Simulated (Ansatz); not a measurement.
A relaxed cell of MgB₂ (P6/mmm (No. 191)), relaxed on a k-mesh at least as fine as the one used below. The numbers are results of PBEsol (plane waves to 420 eV, PAW, scalar-relativistic; Ansatz, a program for electronic structure), not measurements. Γ-centred k-mesh 12×12×2 on the run's cell (coarser than for final values), Fermi–Dirac smearing 0.05 eV.

```
MgB2
1.0
    3.08780     0.00000     0.00000
   -1.54390     2.67411     0.00000
    0.00000     0.00000    16.02713
B Mg
8 4
Cartesian
  0.00000   1.78274   0.94725
  0.00000   1.78274   8.96081
  1.54390   0.89137   0.94725
  1.54390   0.89137   8.96081
  1.54390   0.89137   7.06632
  1.54390   0.89137  15.07988
  0.00000   1.78274   7.06632
  0.00000   1.78274  15.07988
  0.00000   0.00000   2.54499
  0.00000   0.00000  10.55855
  0.00000   0.00000   5.46858
  0.00000   0.00000  13.48214
```

The atoms are displaced along an unstable phonon of this cell by (Å):

```csv
atom,ux,uy,uz
B1,0.000,-0.150,0.000
B2,0.000,0.150,0.000
B3,0.000,-0.150,0.000
B4,0.000,0.150,0.000
B5,0.000,-0.150,0.000
B6,0.000,0.150,0.000
B7,0.000,-0.150,0.000
B8,0.000,0.150,0.000
Mg9,0.000,-0.051,0.000
Mg10,0.000,0.051,0.000
Mg11,0.000,-0.051,0.000
Mg12,0.000,0.051,0.000
```

Q: What forces (eV/Å) and pressure result?

A: 
```json
[
 {"atom": "B1", "Fx": "0.00", "Fy": "-0.05", "Fz": "-0.43"},
 {"atom": "B2", "Fx": "0.00", "Fy": "0.39", "Fz": "-0.45"},
 {"atom": "B3", "Fx": "0.00", "Fy": "-0.39", "Fz": "-0.45"},
 {"atom": "B4", "Fx": "0.00", "Fy": "0.05", "Fz": "-0.43"},
 {"atom": "B5", "Fx": "0.00", "Fy": "-0.39", "Fz": "0.45"},
 {"atom": "B6", "Fx": "0.00", "Fy": "0.05", "Fz": "0.43"},
 {"atom": "B7", "Fx": "0.00", "Fy": "-0.05", "Fz": "0.43"},
 {"atom": "B8", "Fx": "0.00", "Fy": "0.39", "Fz": "0.45"},
 {"atom": "Mg9", "Fx": "0.00", "Fy": "-0.31", "Fz": "-0.01"},
 {"atom": "Mg10", "Fx": "0.00", "Fy": "0.31", "Fz": "-0.01"},
 {"atom": "Mg11", "Fx": "0.00", "Fy": "-0.31", "Fz": "0.01"},
 {"atom": "Mg12", "Fx": "0.00", "Fy": "0.31", "Fz": "0.01"}
]
```

Pressure -0.5 GPa.

The undisplaced cell is probably no minimum: from this displacement the run went on to Cmcm (No. 63), 0.15 eV/atom below it.

No spin polarisation in the result.

The first start was generated by placing the elements on the sites of a structure type. A measured structure of MgB2 has the same space group, P6/mmm (No. 191); the sites were not compared with it.
